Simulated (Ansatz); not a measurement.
**From three elastic constants to directional properties of Li3SeBr**

Theory: DFT PBEsol, scalar-relativistic, plane waves, PAW (Ansatz 0.2.0). Plane waves to 420 eV; Γ-centred k mesh 6×6×6; fixed occupations. No spin polarisation.

The cell is fixed (symmetry leaves no force on the atoms) and stands under 0.3 GPa:
Space group Pm-3m (No. 221). a = 4.767 Å, b = 4.767 Å, c = 4.767 Å, α = 90.00°, β = 90.00°, γ = 90.00°
| atom | site | symmetry | x | y | z |
| --- | --- | --- | --- | --- | --- |
| Br | 1a | m-3m | 0.0000 | 0.0000 | 0.0000 |
| Se | 1b | m-3m | 0.5000 | 0.5000 | 0.5000 |
| Li | 3c | 4/mm.m | 0.5000 | 0.5000 | 0.0000 |

The cell is the ideal cubic antiperovskite prototype; whether it is the stable structure of this composition wasn't checked.

With ions relaxed, on the cubic axes: C11 = 59.2, C12 = 9.8, C44 = 9.9 GPa. The density is 2.754 g/cm³. Zone-centre modes weren't checked beside this run.

Q: Is the crystal stable against strain, and how anisotropic is it?

A: Born's conditions hold: C11 + 2C12 = 78.7, C11 − C12 = 49.4 and C44 = 9.9 GPa are all positive. B = (C11 + 2C12)/3 = 26.2 GPa. The two shear moduli are C44 and C′ = (C11 − C12)/2 = 24.7 GPa, so Zener's ratio is A = C44/C′ = 0.40: the shear C44 is the soft one, as in NaCl, KCl, the halide perovskites and the bcc metals V, Nb, Cr and Mo. The Cauchy pressure C12 − C44 is -0.2 GPa; it would vanish for pair forces between atoms on inversion centres at zero pressure, and here it is small.

Q: Give the sound speeds along the three symmetry directions.

A: The Christoffel equation gives ρv² for each branch:
```tsv
direction	branch	ρv²	GPa	v (m/s)
[100]	L	C11	59.2	4635
[100]	T (×2)	C44	9.9	1898
[110]	L	(C11 + C12 + 2C44)/2	44.4	4014
[110]	T, u ∥ [001]	C44	9.9	1898
[110]	T, u ∥ [1-10]	(C11 − C12)/2	24.7	2995
[111]	L	(C11 + 2C12 + 4C44)/3	39.5	3785
[111]	T (×2)	(C11 − C12 + C44)/3	19.8	2680
```

Q: How does Young's modulus depend on direction?

A: Inverting gives S11 = 17.729, S12 = -2.510, S44 = 100.806 TPa⁻¹. Along a unit vector (l, m, n), 1/E = S11 − 2(S11 − S12 − S44/2)(l²m² + m²n² + n²l²), where the last bracket is 0, 1/4 and 1/3 for [100], [110] and [111]: E = 56, 30 and 26 GPa. With A < 1 the cube edge is stiffest. For a film on (001), the biaxial modulus is C11 + C12 − 2C12²/C11 = 66 GPa and the normal strain is −2C12/C11 = -0.33 times the in-plane one.